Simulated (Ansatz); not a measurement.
Here is the system:

CoAs3 (space group Im-3)

```yaml
crystal:
  lattice:
    - [-4.07530, 4.07530, 4.07530]
    - [4.07530, -4.07530, 4.07530]
    - [4.07530, 4.07530, -4.07530]
  atoms:
    - { symbol: Co, position: [0.50000, 0.00000, 0.00000] }
    - { symbol: Co, position: [0.00000, 0.50000, 0.00000] }
    - { symbol: Co, position: [0.50000, 0.50000, 0.50000] }
    - { symbol: Co, position: [0.00000, 0.00000, 0.50000] }
    - { symbol: As, position: [0.49320, 0.34089, 0.15231] }
    - { symbol: As, position: [0.50680, 0.65911, 0.84769] }
    - { symbol: As, position: [0.18858, 0.34089, 0.84769] }
    - { symbol: As, position: [0.81142, 0.65911, 0.15231] }
    - { symbol: As, position: [0.15231, 0.49320, 0.34089] }
    - { symbol: As, position: [0.84769, 0.50680, 0.65911] }
    - { symbol: As, position: [0.84769, 0.18858, 0.34089] }
    - { symbol: As, position: [0.15231, 0.81142, 0.65911] }
    - { symbol: As, position: [0.34089, 0.15231, 0.49320] }
    - { symbol: As, position: [0.65911, 0.84769, 0.50680] }
    - { symbol: As, position: [0.34089, 0.84769, 0.18858] }
    - { symbol: As, position: [0.65911, 0.15231, 0.81142] }
```

This relaxed cell (volume V₀) is scaled evenly in all directions, its shape held. The atoms relax within the cell's symmetry.

Method: PBEsol (plane waves to 420 eV, PAW, scalar-relativistic; Ansatz, an electronic-structure program). k mesh 7×7×7 (Γ-centred), Fermi-Dirac smearing 0.05 eV. Energies are smeared free energies. Stress and pressure are positive under compression. At this level the bands of CoAs3 touch or barely overlap; measurements give the solid a gap. CoAs3 is run without spin polarisation. CoAs3 was relaxed with its symmetry unable to fall. ΔE is measured from the relaxed starting cell.

The scan covers V/V₀ from 0.940 to 1.060 in 9 points.

### Question
What bulk modulus B₀ follows from a third-order Birch-Murnaghan fit?

### Answer
129 GPa.

### Question
What is the fitted pressure derivative B₀′?

### Answer
4.7.

(Under strain, the slope of the energy per volume gives the stress and its curvature an elastic modulus.)
